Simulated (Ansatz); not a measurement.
AlN (rock salt, Fm-3m), a = b = c = 4.045 Å, α = β = γ = 90.00°; the cell used has 2 atoms.

Relaxed with PBEsol. The program Ansatz at the PBEsol level (PAW) gives a gap of 4.55 eV.

Problem. What gap does HSE06 give on the same cell (Ansatz, PAW)?

Solution. 6.02 eV, 1.48 eV more. The hybrid was solved on a coarser mesh and at special points; its gap is the smallest among all of these.

| k | v1 PBEsol | c1 PBEsol | v1 HSE06 | c1 HSE06 |
|---|---|---|---|---|
| Γ | 0.00 | 5.63 | (withheld) | (withheld) |
| X | -2.82 | 4.55 | -3.04 | 6.02 |
| L | -1.09 | 6.04 | (withheld) | (withheld) |
| W | -3.94 | 8.05 | (withheld) | (withheld) |
| K | -2.31 | 5.76 | (withheld) | (withheld) |

Problem. Top valence (v1) and lowest conduction level (c1) in eV from each method's valence maximum (which need not be a listed point): supply the withheld HSE06 values.

Solution. 
- K, v1 HSE06: -2.50
- K, c1 HSE06: 7.27
- W, v1 HSE06: -4.17
- W, c1 HSE06: 9.73
- L, v1 HSE06: -1.18
- L, c1 HSE06: 7.53
- Γ, v1 HSE06: 0.00
- Γ, c1 HSE06: 7.18

Cost on shared cores: the PBEsol run (SCF on a 12×12×12 mesh, then bands and DOS) about 6 core-seconds (a rough figure), the HSE06 run (SCF on 9×9×9, then a few points) very roughly 70 core-seconds; the tasks are unlike.

This is a known high-pressure phase of the composition, computed here at zero pressure and temperature. Symmetry was held in the PBEsol relaxation; whether a distortion lowers the energy is not shown.

Potentials: the later of the program's two PAW sets.
